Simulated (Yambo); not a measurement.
```
CELL_PARAMETERS angstrom
      6.84280     0.00000     0.00000
      0.00000     4.17829     0.00000
      0.00000     0.00000     7.89076
ATOMIC_POSITIONS crystal
  H  0.52816 0.25000 0.68082
  H  0.47184 0.75000 0.31918
  H  0.97184 0.75000 0.18082
  H  0.02816 0.25000 0.81918
  H  0.35492 0.75000 0.92843
  H  0.64508 0.25000 0.07157
  H  0.14508 0.25000 0.42843
  H  0.85492 0.75000 0.57157
  Ba 0.76052 0.25000 0.38711
  Ba 0.23948 0.75000 0.61289
  Ba 0.73948 0.75000 0.88711
  Ba 0.26052 0.25000 0.11289
```

BaH₂ (space group Pnma, No. 62): mean Im ε in 1 eV windows above the direct gap of 5.03 eV, for different electron-hole kernels (Yambo, broadening 0.15 eV, PBEsol (Quantum ESPRESSO, PseudoDojo norm-conserving, 72 Ry, without SOC) bands; 2×4×2 mesh, 8 valence and 50 conduction bands, static screening with 107 bands and a 3 Ry block, scissor 1.71 eV, Tamm-Dancoff; field along x).

| window (eV) | independent quasiparticles | RPA (no attraction) | BSE |
|---|---|---|---|
| 5.0 to 6.0 | 5.1 | 3.9 | 5.6 |
| 6.0 to 7.0 | 5.2 | 4.5 | 3.7 |
| 7.0 to 8.0 | 4.5 | 4.4 | 2.7 |
| 8.0 to 9.0 | 3.2 | 3.4 | 2.0 |
| 9.0 to 10.0 | 2.4 | 2.8 | 1.6 |
| 10.0 to 11.0 | 2.0 | 2.4 | 1.1 |

This run doesn't resolve bound excitons or single peaks, so only averages are given, and they too depend on the mesh; weight that the attraction moves below the gap isn't listed. All transitions below 12.36 eV are in the band window. The scissor comes from a G0W0 run whose convergence isn't established.

Geometry of the Materials Project entry, not relaxed at this level.
